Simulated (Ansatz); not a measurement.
One crystal and one scan (energy against volume) at two levels, PBE (plane waves to 420 eV, PAW, scalar-relativistic; Ansatz, an electronic-structure program) and r2SCAN (plane waves to 500 eV, PAW, scalar-relativistic; Ansatz), each from its own relaxed cell and on its own mesh. The cell shown is that of PBE.

Sn (beta-Sn type, space group I4_1/amd)

```
CELL_PARAMETERS angstrom
     -2.97355     2.97355     1.60610
      2.97355    -2.97355     1.60610
      2.97355     2.97355    -1.60610
ATOMIC_POSITIONS crystal
  Sn 0.75000 0.25000 0.50000
  Sn 0.00000 0.00000 0.00000
```

This relaxed cell (volume V₀) is scaled evenly in all directions, its shape held. Symmetry pins the atoms to their sites.

Energies are smeared free energies. Sn was relaxed with its symmetry unable to fall. The PAW data are Ansatz's earlier set. With the shape held, the modulus is that of even scaling; a crystal free to change shape is softer. Percentages come from the unrounded values. Both scans cover V/V₀ from 0.840 to 1.160.

Results of PBE:

- Lattice constant a (Å) = 5.947
- Lattice constant c (Å) = 3.212
- Relaxed volume (Å³/atom) = 28.40
- Pressure at the smallest volume (GPa) = 12.7
- Energy cost of the largest compression (meV/atom) = 152
- Energy cost of the largest expansion (meV/atom) = 81
- Bulk modulus at fixed cell shape B₀ (third-order Birch-Murnaghan fit) (GPa) = 47.6
- Pressure for 5 % compression (fit) (GPa) = 2.8

Q: What does r2SCAN give for the same quantities?

A: 
```
quantity                                                                     r2SCAN     PBE − r2SCAN
---------------------------------------------------------------------------  ------  ---------------
Lattice constant a (Å)                                                        5.888  +0.059 (+1.0 %)
Lattice constant c (Å)                                                        3.185  +0.027 (+0.9 %)
Relaxed volume (Å³/atom)                                                      27.60   +0.80 (+2.9 %)
Pressure at the smallest volume (GPa)                                          14.4     -1.7 (-12 %)
Energy cost of the largest compression (meV/atom)                               167       -15 (-9 %)
Energy cost of the largest expansion (meV/atom)                                  90       -9 (-10 %)
Bulk modulus at fixed cell shape B₀ (third-order Birch-Murnaghan fit) (GPa)    54.1     -6.5 (-12 %)
Pressure for 5 % compression (fit) (GPa)                                        3.1     -0.3 (-12 %)
```

PBE gives the higher value for: lattice constant a; lattice constant c; relaxed volume. PBE gives the lower value for: pressure at the smallest volume; energy cost of the largest compression; energy cost of the largest expansion; bulk modulus at fixed cell shape B₀; pressure for 5 % compression. Neither level is exact: the differences show how much the result hangs on the functional.

(Under strain, the slope of the energy per volume gives the stress and its curvature an elastic modulus.)
